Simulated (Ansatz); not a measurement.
Consider the following.

Mg3Sb2 (A-La2O3 type, space group P-3m1)

```
CELL_PARAMETERS angstrom
      4.59592     0.00000     0.00000
     -2.29796     3.98018     0.00000
      0.00000     0.00000     7.27158
ATOMIC_POSITIONS crystal
  Sb 0.33333 0.66667 0.22580
  Sb 0.66667 0.33333 0.77420
  Mg 0.00000 0.00000 0.00000
  Mg 0.33333 0.66667 0.63237
  Mg 0.66667 0.33333 0.36763
```

E(V) scan at fixed shape, V₀ the volume above. The atoms relax within the cell's symmetry.

The numbers are results of PBE (plane waves to 420 eV, PAW, scalar-relativistic; Ansatz, an electronic-structure program), not measurements. k mesh 12×12×7 (Γ-centred), Fermi-Dirac smearing 0.05 eV. E stands for the smeared free energy. Stress and pressure are positive under compression. With the shape held, the modulus is that of even scaling; a crystal free to change shape is softer. Mg3Sb2 was relaxed with its symmetry unable to fall. Spin-orbit coupling is left out, though Sb is heavy. ΔE is measured from the relaxed starting cell.

The scan covers V/V₀ from 0.900 to 1.100 in 13 points.

Question: What bulk modulus at fixed cell shape B₀ follows from a third-order Birch-Murnaghan fit?

Answer: 41.8 GPa.

Question: What is the fitted pressure derivative B₀′?

Answer: 4.3.

(A scan under strain: stresses follow from slopes of the energy per volume, elastic moduli from its curvatures.)
